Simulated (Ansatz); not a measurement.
## Yb3Sn2Ge3Au: reading a single point

```
Yb Au Ge Sn
1.0
     7.20354    0.00000    0.00000
    -3.60177    6.23845    0.00000
     0.00000    0.00000    4.35346
Yb Au Ge Sn
3 1 3 2
Direct
  0.41970 0.00000 0.50000
  0.58030 0.58030 0.50000
  0.00000 0.41970 0.50000
  0.00000 0.00000 0.50000
  0.75120 0.00000 0.00000
  0.24880 0.24880 0.00000
  0.00000 0.75120 0.00000
  0.33330 0.66670 0.00000
  0.66670 0.33330 0.00000
```

Single point in Ansatz 0.2.0 with PBE, collinear spin. Cutoff 420 eV, PAW datasets, 4×4×6 Γ-centred k mesh, fermi-dirac filling (width 0.1 eV).

The state carries no moments; the state need not be the lowest.

Problem. Where is the largest force?

Solution. The largest is on Yb1 (and as large on other atoms): 0.62 eV/Å, components (-0.62, 0.00, 0.00). It makes 0° with the line to a nearest neighbour, Au4 at 3.02 Å, pointing towards it.

Problem. What happens at the Fermi level?

Solution. It is a metal, with about 5.2 states/eV a cell as the mean within 0.25 eV of the Fermi level, mostly Yb f (32 %), Yb d (23 %) and Ge p (20 %).

Problem. How is the charge shared?

Solution. Bader charges in e: Yb +1.24, Sn -0.88, Ge -0.37, Au -0.85. In the mean Yb gives up most and Sn takes most.

Problem. Is it stable against the elements?

Solution. -0.38 eV an atom against the elements' usual phases (free molecules for gases, crystals otherwise, with no correction for O₂ or N₂), so it is bound against them; other compounds may still compete. Relaxing would lower it.

Problem. What do density and ELF say about some of the short contacts?

Solution. Ge–Sn at 2.76 Å: least valence density 0.32 e/Å³ and ELF 0.47 there. Au–Ge at 2.82 Å: least valence density 0.29 e/Å³ and ELF 0.37 there. Yb–Au at 3.02 Å: least valence density 0.19 e/Å³ and ELF 0.15 there. Both are smooth PAW fields, read partly inside the augmentation spheres.

Problem. Is the cell too large or too small?

Solution. The pressure is 6.6 GPa (compression positive), so with the atoms held at these fractions the cell would first expand. The principal stresses 5.8, 7.1, 7.1 GPa differ, so its shape would change too.

Origin: a known structure type with other elements, at an estimated volume, so it need not be a known compound. Caveats: the input typed no starting moments; f levels without a U or exact exchange are poorly placed.
